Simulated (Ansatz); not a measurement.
**Checking a converged run of Ni**

Ni is taken as a measured crystal structure (space group Fm-3m, primitive cell doubled), 2 atoms in the cell. Source: COD entry 2100640, which need not be the ambient phase.

All numbers below come from DFT, r2SCAN, PAW, plane waves, scalar-relativistic (Ansatz development build ahead of 0.2.0).

```yaml
crystal:
  lattice:
    - [0.0, 1.76795, 1.76795]
    - [1.76795, 0.0, 1.76795]
    - [3.5359, 3.5359, 0.0]
  atoms:
    - { symbol: Ni, position: [0.0, 0.0, 0.0], spin: 1.3 }
    - { symbol: Ni, position: [0.0, 0.0, 0.5], spin: -1.3 }
magnetization:
  spin_polarized: true
hamiltonian:
  xc: r2scan
  pseudopotentials: { kind: paw }
basis:
  ecutwfc: 500
kpoints:
  mp_grid: { grid: [13, 13, 7] }
scf:
  occupations: { method: fermi_dirac, width: 0.1 }
  lower_state_search: "off"
output:
  forces: true
  stress: true
```

It took 26 s on 2 threads of Intel(R) Xeon(R) Platinum 8259CL CPU @ 2.50GHz, on a shared host, peak memory 0.66 GiB.

The end of the output:

```
SCF converged after 22 iterations
Magnetization: 0.0000 μB (18.0000 up, 18.0000 down)
Absolute magnetization: 1.0940 μB (∫|ρ↑−ρ↓|, with the PAW one-centre terms)
Spin contamination: 0.4274 ħ² per cell (⟨S²⟩ above its minimum at these occupations)
Per-site moments (μB) at R_I (Å): [(0.5242, 1.0313), (-0.5242, 1.0313)]
Free energy (F): -11690.409962 eV
Harris-Foulkes:  -11690.409962 eV  (|F-HF|=2.24e-10)
Internal energy: -11690.299471 eV  (E = F + TS)
E sigma→0 (E₀):  -11690.354716 eV
Entropy (-TS):   -0.110491 eV (-55.245 meV/atom)
Fermi energy:    17.496429 eV
--- Forces (eV/Å), atoms counted from 1 ---
  atom   1  Ni    -0.00000000     0.00000000    -0.00000000
  atom   2  Ni     0.00000000     0.00000000     0.00000000
--- Stress (GPa, compression-positive) ---
      -10.127612       0.954904      -1.035147
        0.954904     -10.127612      -1.035147
       -1.035153      -1.035153     -10.107062
  P = ⅓ Tr σ = -10.1208 GPa (-101.208 kbar)
```

The mesh has less symmetry than the lattice, which lowers the symmetry of the run.

r2SCAN tends to overstate moments and magnetic energies in itinerant metals.

Site moments are taken inside atomic spheres and don't add up to the total.

Task: The run converged. Is this the lowest state of the cell, and if not, what lies lower and how is it reached?

Result: No. A state 88.1 meV/atom (0.176 eV per cell) lower exists in this cell: ferromagnetic, site moments Ni1 0.82, Ni2 0.82 μB, total 1.51 μB per cell, no gap on the k-mesh. It was reached from: parallel moments, default search for lower states [Ni1 2.00, Ni2 2.00 μB]; a moment on one site alone, plain SCF [Ni2 2.00 μB]. The wrong state matters: the pressure is -9.3 GPa there against -10.1 GPa here. This multiple of the primitive cell fits some opposed orders; other multiples fit others. Orders that need a larger cell or non-collinear spins weren't tried.
